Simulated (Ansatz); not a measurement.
This AlPdC4N4 structure is the end of a relaxation. The cell was found from a structure generator's guess, not taken from experiment.

Level of theory: Ansatz, DFT PBE, scalar-relativistic, plane waves, PAW. Cutoff 420 eV, Γ-centred mesh, Gaussian smearing, collinear spin.

```
Al Pd C N
1.0
     5.84363    0.00000    0.00000
     0.00000    5.84363    0.00000
     0.00000    0.00000    5.84363
Al Pd C N
1 1 4 4
Direct
  0.50000 0.50000 0.50000
  0.00000 0.00000 0.00000
  0.20176 0.20176 0.20176
  0.20176 0.79824 0.79824
  0.79824 0.20176 0.79824
  0.79824 0.79824 0.20176
  0.31801 0.31801 0.31801
  0.31801 0.68199 0.68199
  0.68199 0.31801 0.68199
  0.68199 0.68199 0.31801
```

Energies over the elements count from the elements' standard structures at the same level (N₂ as a molecule), with no fitted energy shifts.

(1) Find its symmetry and describe it.

(2) How far does it lie from the elements in energy?

(3) Is it a metal?

(4) Which magnetic moments does it keep?

(5) From what recipe could a structure generator have reached it?

Answers

(1) P-43m (No. 215). Conventional cell: a = 5.844 Å. Al is surrounded by 4 N at 1.84 Å; around Pd lie 4 C at 2.04 Å; C has 1 N at 1.18 Å and 1 Pd at 2.04 Å; N has 1 C at 1.18 Å and 1 Al at 1.84 Å.

(2) +0.22 eV/atom. The separate elements lie lower, so it is unstable against them.

(3) Yes, bands cross the Fermi level on the 6×6×6 mesh.

(4) 0.10 μB per atom net, the space between the atoms included; by site: Pd 0.4 μB.

(5) One such recipe: two interpenetrating cyanide-bridged diamond nets (P-43m, No. 215). Other recipes can lead to the same cell.

The last run used collinear spin, a 6×6×6 mesh for its 10-atom cell and Gaussian smearing of 0.10 eV. The reference form of C is held partly by dispersion forces, which this level lacks. Another magnetic order may lie lower. Symmetry constrained the relaxation, so the result can be a saddle point.
